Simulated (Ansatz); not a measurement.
# Notes on LiTaC3

```
Ta C Li
1.0
     5.08510    0.00000    0.00000
    -2.54255    4.40383    0.00000
    -2.54255    1.46794    4.53293
Ta C Li
2 6 2
Direct
  0.00130 0.99870 0.00390
  0.50130 0.49870 0.50390
  0.12030 0.27420 0.21030
  0.72580 0.63580 0.21030
  0.36420 0.87970 0.21030
  0.22580 0.37970 0.71030
  0.86420 0.77420 0.71030
  0.62030 0.13580 0.71030
  0.28200 0.71800 0.84600
  0.78200 0.21800 0.34600
```

Method: r2SCAN, no spin polarisation; PAW, plane waves to 500 eV, 7×7×7 Γ-centred mesh, fermi-dirac occupations (width 0.1 eV) (Ansatz 0.2.0), atoms fixed.

Task: Metal or insulator?

Result: It is a metal, with about 4.8 states/eV a cell as the mean within 0.25 eV of the Fermi level, mostly C p (83 %).

Task: Which atom feels the largest force, and which way?

Result: The largest is on Ta1 (and as large on other atoms): 4.00 eV/Å, components (0.00, 0.00, -4.00). It makes 120° with the line to a nearest neighbour, C3 at 1.89 Å.

Task: How is the charge shared?

Result: Bader charges in e: Li +0.86, Ta +1.93, C -0.93. In the mean Ta gives up most and C takes most.

Task: Is it stable against the elements?

Result: 2.01 eV an atom against the elements' usual phases (free molecules for gases, crystals otherwise, with no correction for O₂ or N₂), so at this geometry it isn't bound against them. Relaxing would lower it.

Task: Is the cell too large or too small?

Result: The pressure is 50.3 GPa (compression positive), so with the atoms held at these fractions the cell would first expand; the forces are large, so a full relaxation may end otherwise. The principal stresses 45.4, 52.7, 52.7 GPa differ, so its shape would change too.

Task: Describe some of the short contacts.

Result: Ta–C at 1.89 Å: least valence density 1.16 e/Å³ and ELF 0.47 there. C–Li at 2.02 Å: least valence density 0.18 e/Å³ and ELF 0.06 there. Both are smooth PAW fields, read partly inside the augmentation spheres.

Origin: a known structure type with other elements, at an estimated volume, so it need not be a known compound. Caveats: atoms or cell far from equilibrium.
